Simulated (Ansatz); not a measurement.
ZnO in space group P4/nmm (No. 129; Zn on 2c, O on 2a), plane-wave PAW LDA (Ansatz code), all energies at zero smearing, with the estimated change up to a 700 eV cutoff added, with one set of potentials and settings (totals compare only within such a set). Cell of 4 atoms (2 Zn, 2 O): -7602.151 eV.

```csv
element,reference phase,E (eV/atom)
Zn,"P6_3/mmc, 2 atoms in the cell",-3246.2689
O,"C2/m, 4 atoms in the cell, spin-polarised",-552.6597
```

Formation energy per atom, worked out: (-7602.151 − 2×(-3246.2689) − 2×(-552.6597))/4 = -1.073 eV/atom (-104 kJ per mol of atoms), at 0 K, without zero-point energy or fitted corrections.

The cell is a constructed one: a structure type filled with these elements; neither database checked (COD, Materials Project) lists it. It is not the phase usual at ambient conditions (space group No. 186). The LDA relaxation kept the symmetry of its start. At this level the phase is dynamically unstable (imaginary phonons). A crystal of weakly bound layers computed without a dispersion correction: the cell and the soft elastic constants depend strongly on that. The references are the lowest solids computed at this level, not always the standard phases (solids in place of the gases).

Potentials: the earlier of the program's two PAW sets. The files were generated under PBE; for other functionals the program regenerates the frozen cores, and for LDA and PBEsol the local potential too.
